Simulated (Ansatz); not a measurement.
What DFT gives for MnSb

```
CELL_PARAMETERS angstrom
4.09157 0.00000 0.00000
-2.04578 3.54340 0.00000
0.00000 0.00000 5.74409
ATOMIC_POSITIONS crystal
Mn 0.00000 0.00000 0.00000
Mn 0.00000 0.00000 0.50000
Sb 0.33333 0.66667 0.25000
Sb 0.66667 0.33333 0.75000
```

Single point in Ansatz 0.2.0 with LDA, non-collinear spin. Cutoff 420 eV, PAW datasets, 7×7×4 Γ-centred k mesh, fermi-dirac filling (width 0.1 eV).

Magnetic state (reached from a saved solution, and it need not be the lowest): Mn1 along (-0.77, 0.48, -0.41), Mn2 along (-0.78, 0.48, -0.41).

Question: How is the charge shared?

Answer: Bader charges in e: Mn +0.36, Sb -0.36. In the mean Mn gives up most and Sb takes most.

Question: Is there a gap?

Answer: It is a metal, with about 2.6 states/eV a cell as the mean within 0.25 eV of the Fermi level, mostly Mn d (72 %) and Sb p (19 %).

Question: Is it stable against the elements?

Answer: 0.25 eV an atom against the elements' usual phases (free molecules for gases, crystals otherwise, with no correction for O₂ or N₂), so at this geometry it isn't bound against them. Relaxing would lower it.

Question: Give the spin moments.

Answer: Mn1 3.27, Mn2 3.27 μB of spin moment in Bader basins; net size 6.29 μB a cell.

Question: Describe some of the short contacts.

Answer: Mn–Sb at 2.76 Å: least valence density 0.30 e/Å³ and ELF 0.36 there. Mn–Mn at 2.87 Å: least valence density 0.21 e/Å³ and ELF 0.31 there. These are pseudo-fields; inside the PAW spheres they differ from the all-electron ones.

Origin: a database entry at a rescaled volume.
